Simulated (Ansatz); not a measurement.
Values for one crystal, relaxed and computed with plane-wave PAW PBE (Ansatz code); other levels are named.

Volume per atom: 30.13 Å³
Electronic character: metallic (no gap)
Density of states at the Fermi level: 0.08 states/eV per atom (mean over ±0.08 eV)
Formation energy from the elements (no fitted shifts): 0.060 eV/atom
Bulk modulus (Birch–Murnaghan fit): 44.3 GPa
Pressure derivative B′: 4.7

**Question.** Pick the material that matches.
A. SnSe, zinc blende
B. Mn3GeN, anti-perovskite
C. SnGe, Pmma (Ge on 2e, Sn on 2f)
D. SnO, zinc blende

**Answer.** C, SnGe, Pmma (Ge on 2e, Sn on 2f)

The start of the workflow was typed in or built on a structure type; neither database checked (COD, Materials Project) lists it. Whether it is the stable phase at ambient conditions was not checked. Symmetry was held in the PBE relaxation; its stability against distortions is not shown here. The references are the lowest solids computed at this level, not always the standard phases. Spin–orbit coupling is left out wherever it is not named.

Potentials: the earlier of the program's two PAW sets.
